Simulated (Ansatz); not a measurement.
**NbTe (zincblende structure)**

Computed with Ansatz (plane waves, PAW, 420 eV cutoff): PBE, scalar-relativistic, collinear spin, 10×10×10 k-mesh, Gaussian smearing of 0.05 eV. The datasets are Ansatz's generated set soft_2.

```
Nb Te
1.0
     0.00000    3.18466    3.18466
     3.18466    0.00000    3.18466
     3.18466    3.18466    0.00000
Nb Te
1 1
Direct
  0.00000 0.00000 0.00000
  0.25000 0.25000 0.25000
```

This is a trial structure made by placing the elements on a prototype's sites, so it needn't be the stable form.

Magnetic state: ferromagnetic, site spin moments Nb 1.51 μB.

The cell above was scaled in volume, its shape and atoms being fixed by the lattice's symmetry. Energies are counted from the cell above.

| V (Å³/atom) | ΔE (meV/atom) | P from the stress (GPa) |
| --- | --- | --- |
| 30.523 | 19.30 | 3.67 |
| 31.007 | 9.89 | 2.57 |
| 31.653 | 2.30 | 1.20 |
| 32.299 | 0.00 | 0.01 |
| 32.945 | 1.99 | -1.07 |
| 33.591 | 8.22 | -2.08 |
| 34.560 | 24.97 | -3.43 |
| 35.529 | 49.19 | -4.52 |

Problem. Do the energies and the pressures agree? Compare −ΔE/ΔV between neighbouring points (1 meV/Å³ = 0.1602 GPa) with the mean of their pressures.

Solution. 
| interval (Å³/atom) | −ΔE/ΔV (GPa) | mean P (GPa) |
| --- | --- | --- |
| 30.52 to 31.01 | 3.1 | 3.1 |
| 31.01 to 31.65 | 1.9 | 1.9 |
| 31.65 to 32.30 | 0.6 | 0.6 |
| 32.30 to 32.95 | -0.5 | -0.5 |
| 32.95 to 33.59 | -1.5 | -1.6 |
| 33.59 to 34.56 | -2.8 | -2.8 |
| 34.56 to 35.53 | -4.0 | -4.0 |
They differ by 0.04 GPa at most.

Problem. What do the two routes give for V0, B0 and B0′?

Solution. A third-order Birch–Murnaghan fit of the energies: V0 = 32.32 Å³/atom, B0 = 57 GPa, B0′ = 3.5. A polynomial of P in ln V, with B = −dP/d ln V at P = 0: V0 = 32.31 Å³/atom, B0 = 58 GPa, B0′ = 4.0. B0′ isn't converged to its last digit.

The largest spin moment goes from 1.39 to 1.66 μB along the curve.

B0·V0 = 57.2 GPa × 32.32 Å³ = 11.54 eV/atom sets the scale: near the minimum ΔE ≈ ½ B0 V0 x², with x = V/V0 − 1, and a pressure of 0.6 GPa squeezes the volume by about 1 %. At the ends of the curve: x = −5.6 % predicts 17.8 meV/atom and the run gives 19.3; x = +9.9 % predicts 57.0 meV/atom and the run gives 49.2. Compression costs more and expansion less than the parabola says, since the crystal stiffens as it shrinks; B0′ measures that.

The moment grows with the volume: wider spacing narrows the bands, and exchange then polarises them more fully.

The moments change along the equation of state, so B0 holds a magnetic softening and is less sure. No spin–orbit coupling, a notable omission for heavy elements. The run wasn't fully tested for a lower electronic state. Site moments are of spin, integrated over atomic spheres. The run is a metal.
